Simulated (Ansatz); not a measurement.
Values for one crystal, relaxed and computed with the program Ansatz at the r²SCAN level (PAW); other levels are named.

Volume per atom: 22.22 Å³
Electronic character: metallic (no gap)
Formation energy from the elements (no fitted shifts): -0.45 eV/atom
Density of states at the Fermi level: 0.58 states/eV per atom (mean over ±0.08 eV)

Problem. Which of these materials gives this?
A) Nb5SiSn2, I4/mcm (Nb on 16k, Nb on 4b, Si on 4a, Sn on 8h)
B) NbMoO4, Cmmm (Nb on 2c, Mo on 2a, O on 4h, O on 4i)
C) Nb2GaC, P6_3/mmc (Nb on 4f, Ga on 2d, C on 2a)
D) Nb5Te4, I4/m (Nb on 2a, Nb on 8h, Te on 8h)

Solution. D, Nb5Te4, I4/m (Nb on 2a, Nb on 8h, Te on 8h)

The first step of the workflow began from a Materials Project structure, measured or hypothetical; the Crystallography Open Database files this formula in space group No. 87, but the cells were not matched. Its standing as an ambient phase is unchecked. The r²SCAN relaxation kept the symmetry of its start; whether a distortion lowers the energy is not shown. No spin polarisation was allowed. With an odd number of electrons in the cell and no spin polarisation, the count alone makes it a metal. The references are the lowest solids computed at this level, not always the standard phases. Spin–orbit coupling is left out wherever it is not named.

Potentials: the later of the program's two PAW sets.
